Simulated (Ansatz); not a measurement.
Consider the following.

Ni$_{3}$C:
```yaml
crystal:
  lattice:
    - [2.26532, 1.30788, 4.26714]
    - [-2.26532, 1.30788, 4.26714]
    - [0.00000, -2.61577, 4.26714]
  atoms:
    - { symbol: Ni, position: [0.07696, 0.42304, 0.75000] }
    - { symbol: Ni, position: [0.75000, 0.07696, 0.42304] }
    - { symbol: Ni, position: [0.42304, 0.75000, 0.07696] }
    - { symbol: Ni, position: [0.92304, 0.57696, 0.25000] }
    - { symbol: Ni, position: [0.25000, 0.92304, 0.57696] }
    - { symbol: Ni, position: [0.57696, 0.25000, 0.92304] }
    - { symbol: C, position: [0.50000, 0.50000, 0.50000] }
    - { symbol: C, position: [0.00000, 0.00000, 0.00000] }
```

This is the PBEsol-relaxed structure.

### Question
All from PBEsol in the plane-wave PAW code Ansatz, unless another level is named. Estimate the electronic character.

### Answer
metallic (no gap).

### Question
What about the density of states at the Fermi level?

### Answer
0.72 states/eV per atom (mean over ±0.08 eV).

### Question
Next, the formation energy from the elements (no fitted shifts)?

### Answer
0.015 eV/atom.

Space group R-3c. The workflow started from an entry of the Crystallography Open Database (COD). Whether it is the stable phase at ambient conditions was not checked. The PBEsol relaxation kept the symmetry of its start; its stability against distortions is not shown here. The workflow began spin-polarised and lost its moments. The references are the lowest solids computed at this level, not always the standard phases.

Potentials: the later of the program's two PAW sets.
